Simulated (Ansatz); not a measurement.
GaN:
```
CELL_PARAMETERS angstrom
      0.00000     2.22759     2.22759
      2.22759     0.00000     2.22759
      2.22759     2.22759     0.00000
ATOMIC_POSITIONS crystal
  Ga 0.00000 0.00000 0.00000
  N  0.25000 0.25000 0.25000
```

Relaxed with LDA. Special points in fractions of this cell's reciprocal vectors: Γ (0.000, 0.000, 0.000); X (0.500, 0.000, 0.500); U (0.625, 0.250, 0.625); K (0.375, 0.375, 0.750); L (0.500, 0.500, 0.500); W (0.500, 0.250, 0.750).

List the band energies nearest the valence-band maximum at these points for LDA in the plane-wave PAW code Ansatz.

In eV from the valence-band maximum; about four levels below and three above (degenerate sets whole), none deeper than 8.9 eV; … stands for higher levels left out; points with the same levels are listed once.

```
k              below        above
-  -----------------  -----------
Γ     0.00 0.00 0.00       1.96 …
X  -6.35 -2.86 -2.86  3.27 6.68 …
U  -6.09 -4.49 -2.30  4.94 7.99 …
L  -7.35 -1.02 -1.02  4.77 8.77 …
W  -5.91 -3.89 -3.86  6.19 8.58 …
```

Space group F-43m (zinc blende). The cell was relaxed with LDA under the symmetry of its start; phonons on a q-mesh show no instability. Spin–orbit coupling is left out wherever it is not named.

Potentials: the earlier of the program's two PAW sets.
